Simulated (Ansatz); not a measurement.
The start is a relaxed La cell displaced along its unstable phonon at q = (½, ½, 0) of its primitive reciprocal cell (46i cm⁻¹), largest move 0.15 Å. The structure is fully relaxed (lattice and positions, P = 0) with PBEsol (plane waves to 420 eV, PAW, scalar-relativistic; Ansatz, an electronic-structure program). The first steps use a coarse 8×8×9 k-mesh.

Input geometry:
```yaml
crystal:
  lattice:
    - [8.67443, 0.00000, 0.00000]
    - [4.33722, 4.33722, 0.00000]
    - [0.00000, 0.00000, 3.60293]
  atoms:
    - { symbol: La, position: [0.23158, 0.00234, 0.24930] }
    - { symbol: La, position: [0.76842, 0.99766, 0.24930] }
    - { symbol: La, position: [0.73158, 0.53450, 0.75070] }
    - { symbol: La, position: [0.26842, 0.46550, 0.75070] }
```

| Quantity | Value |
|---|---|
| Largest initial force | 0.16 eV/Å, on La1, La2, La3, La4 (atoms numbered as listed) |
| Energy released | 0.04 eV/atom |
| Volume change | +1.7 %, from 33.89 to 34.47 Å³/atom |
| Relative to the parent | It does not go back: it reaches P6₃/mmc (No. 194), AFLOW prototype A_hP2_194_c (A3, as in Mg), 0.05 eV/atom below the parent |
| Band gap at the end | zero (metallic) |
| Optimiser moves | 16 |

The end point of the relaxation:

Space group P6₃/mmc (No. 194); a = b = 3.6417 Å, c = 6.0022 Å, α = β = 90.00°, γ = 120.00°

| atom | site | symmetry | x | y | z |
|---|---|---|---|---|---|
| La | 2c | -6m2 | 0.3333 | 0.6667 | 0.2500 |

Final values are on a 15×15×8 k-mesh of the relaxed cell. No spin polarisation in the result.

The run could not lose the symmetry of its start.

Of the parent cell (P4/nmm (No. 129)): it is a generated cell of La: the first start was made by placing the elements on the sites of a structure type, and the end was not matched to a known phase here, so it may be hypothetical. Known forms of La include space group No. 194.
